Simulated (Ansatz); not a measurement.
Input deck for Ansatz 0.2.0, then the block of the output on the nuclei.

The cell is a structure deposited in the COD, relaxed with PBE at fixed cell and then changed (volume scaled by 1.02, ions relaxed).

```yaml
crystal:
  lattice:
    - [2.5219925365, 0.0, 0.0]
    - [-1.2609962682, 2.1841096048, 0.0]
    - [0.0, 0.0, 4.1163822462]
  atoms:
    - { symbol: Co, position: [0.3333333333, 0.6666666667, 0.25], spin: 2.0 }
    - { symbol: Co, position: [0.6666666667, 0.3333333333, 0.75], spin: 2.0 }
magnetization:
  spin_polarized: true
kpoints:
  mp_grid: { grid: [21, 21, 11] }
scf:
  occupations: { method: fermi_dirac, width: 0.05 }
hamiltonian:
  xc: pbe
  pseudopotentials: { kind: paw }
output:
  forces: true
  stress: true
  populations: true
  efg: { quadrupole_moments_barn: { Co: 0.42 }, contact_densities: true }
relax:
  f_tol: 0.02
  max_steps: 60
```

```sh
ansatz run input.yaml --threads 1 --pin off --max-ram 3072MiB --backend cpu --events-out ev --progress --plain --runs-dir out
```

The run relaxes the ions first, and the block belongs to the relaxed positions.

Of the output, the block on the nuclei alone is shown; the set-up, the SCF iterations, energies, forces and stress are cut.

```
--- PAW observables at the nuclei: V_zz in 10²¹ V/m², potentials from the cell's mean, atoms counted from 1 ---
  atom   1  Co V_zz =    -0.041339   η = 0.0000   by run symmetry: allowed   C_q = -0.4198 MHz
            electrostatic potential = -3391.927508 V   contact ρ = 114694.660048 e/Å³   contact ρ_s (e/Å³): all electrons -3.358384, valence +1.183229
  atom   2  Co V_zz =    -0.041339   η = 0.0000   by run symmetry: allowed   C_q = -0.4198 MHz
            electrostatic potential = -3391.927508 V   contact ρ = 114694.660048 e/Å³   contact ρ_s (e/Å³): all electrons -3.358384, valence +1.183229
```

The relaxation (1 step) took 22 s of wall time (20 s of CPU time) and 0.64 GiB at its peak, on 1 thread of Intel Xeon Platinum 8375C CPU @ 2.90GHz (Ice Lake) (x86_64; 16 cores open to the job, memory cap 3.0 GiB, no GPU), a shared host with a load of 0.6 a core.

The run finds no gap above 0.1 eV (a metal, or nearly one), so the gradients can move by 10 % or more with the k-mesh. At this changed cell the PBE pressure is -8 GPa.
